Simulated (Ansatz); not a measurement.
## Ba$_{2}$PtBrO$_{2}$: input and output

The input, for Ansatz 0.2.0 (plane waves, PAW):

```yaml
crystal:
  lattice:
    - [4.328251, 0.0, 0.0]
    - [-2.164126, 3.748381, 0.0]
    - [-2.164126, 1.24946, 9.913889]
  atoms:
    - { symbol: Ba, position: [0.7475, 0.2525, 0.2425] }
    - { symbol: Ba, position: [0.2525, 0.7475, 0.7575] }
    - { symbol: Pt, position: [0.5, 0.5, 0.5] }
    - { symbol: Br, position: [0.0, 0.0, 0.0] }
    - { symbol: O, position: [0.439, 0.561, 0.317] }
    - { symbol: O, position: [0.561, 0.439, 0.683] }
  symmetry: { tolerance: 0.0003 }
kpoints:
  mp_grid: { grid: [9, 9, 9], shift: [0, 0, 0] }
  band_path:
    path:
      - [0.0, 0.0, 0.0]
      - [0.0, 0.0, 0.5]
      - [0.64548818, -0.32274409, 0.17725591]
      - [0.67725591, -0.35451182, -0.17725591]
      - [0.5, 0.0, 0.0]
      - [0.0, 0.0, 0.0]
      - [0.67725591, -0.33862795, -0.33862795]
      - [0.66137205, -0.33862795, 0.0]
      - [0.5, -0.5, 0.0]
      - [0.0, 0.0, 0.0]
    npoints: 6
magnetization:
  spin_polarized: false
scf:
  occupations: { method: fermi_dirac }
  lower_state_search: "off"
  max_iter: 200
hamiltonian:
  pseudopotentials: { kind: paw }
  xc: pbe
basis:
  ecutwfc: 420
  fft_grid_basis: typed
output:
  forces: true
  stress: true
  eigenvalues: true
  bader: true
  populations: true
  elf: true
  write_potential: true
  volumetric_format: npy
  dos:
    e_range: [-12, 8]
    de: 0.05
    projected: { site_lists: { Ba: [Ba], Br: [Br], O: [O], Pt: [Pt] } }
checkpoint:
  read: saved_state
```

The run starts from an earlier solution of this cell. 

Excerpt of what it printed:

```
Warning: crystal.lattice misses the space group found at crystal.symmetry.tolerance 3.0e-4 in a digit that the deck types, which is why this is a warning: making the lattice exact moves one of its numbers by a whole unit of that number's last typed decimal, or more. The operation that it misses by the most changes a squared length by the fraction 2.76e-6.
Pseudopotentials: kind: paw
Pseudopotential: Ba, paw, valence charge 10, recommended cutoff 420 eV (normal), Ba.paw.azcp
Pseudopotential: Pt, paw, valence charge 18, recommended cutoff 420 eV (normal), Pt.paw.azcp
Pseudopotential: Br, paw, valence charge 7, recommended cutoff 420 eV (normal), Br.paw.azcp
Pseudopotential: O, paw, valence charge 6, recommended cutoff 420 eV (normal), O.paw.azcp
Functional definition: PBE
  exchange = pbe_x(kappa = kappa, mu = beta*pi^2/3)
  correlation = pbe_c(beta = beta)
Crystal: 6 atoms, lattice volume = 160.842 Å³
Basis set: ecut = 420 eV, 3165 PW (Γ), exchange–correlation on 60×60×144 points (8 copies of the dense FFT grid, shifted against one another)
Bands: 35, of which v1, the nominal top of the filled ones, is band 29 counted from 1 (28 counted from 0)
Symmetry: 12 space group operations
Space group: R-3m (ITA 166), of the structure as read, at distance tolerance 1.6e-3 Å
k-points: 85 of 729
Initial density: read from a saved state, or passed on in memory by an earlier SCF of this step, an earlier step, the calling program or the single point that the run made first
Functional: x = pbe(κ = 0.804, μ = 0.2195), c = pbe(β = 0.0667)
SCF iter   1: F=—  Δρ=6.57e-4  dr2=1.48e-3
SCF iter   2: F=—  Δρ=4.88e-4  dr2=6.02e-4
SCF iter   3: F=—  Δρ=3.08e-4  dr2=2.98e-4
SCF iter   4: F=—  Δρ=2.40e-4  dr2=1.73e-4
SCF iter   5: F=—  Δρ=1.47e-4  dr2=4.38e-5
SCF iter   6: F=—  Δρ=4.52e-5  dr2=4.19e-6
SCF iter   7: F=-28346.1039 eV  Δρ=7.66e-6  dr2=5.12e-8
Free energy (F): -28346.1039 eV
Harris-Foulkes:  -28346.1039 eV  (|F-HF|=3.29e-8)
Internal energy: -28345.9147 eV  (E = F + TS)
E sigma→0 (E₀):  -28346.0093 eV
Entropy (-TS):   -0.1891 eV (-31.523 meV/atom)
Fermi energy:    8.1850 eV
--- Forces (eV/Å), atoms counted from 1 ---
  atom   1  Ba     0.0000     0.0000     0.6535
  atom   2  Ba     0.0000     0.0000    -0.6535
  atom   3  Pt     0.0000     0.0000     0.0000
  atom   4  Br     0.0000     0.0000     0.0000
  atom   5  O      0.0000     0.0000    -4.3508
  atom   6  O      0.0000     0.0000     4.3508
--- Stress (GPa, compression-positive) ---
        0.7677       0.0000       0.0000
        0.0000       0.7677       0.0000
        0.0000       0.0000      12.9551
  P = ⅓ Tr σ = 4.8302 GPa (48.302 kbar)
--- Bader charges: 6 sites ---
  site symbol  charge [e]  shift [e]
     0     Ba      1.4905     0.0000
     1     Ba      1.4905     0.0000
     2     Pt      0.1627     0.0081
     3     Br     -0.7976     0.0000
     4      O     -1.1731     0.0040
     5      O     -1.1731     0.0040
```

Origin: a known structure type with other elements, at an estimated volume, so it need not be a known compound. Caveats: many states at the Fermi level without spin polarisation, so a magnetic state may lie lower; atoms or cell far from equilibrium.
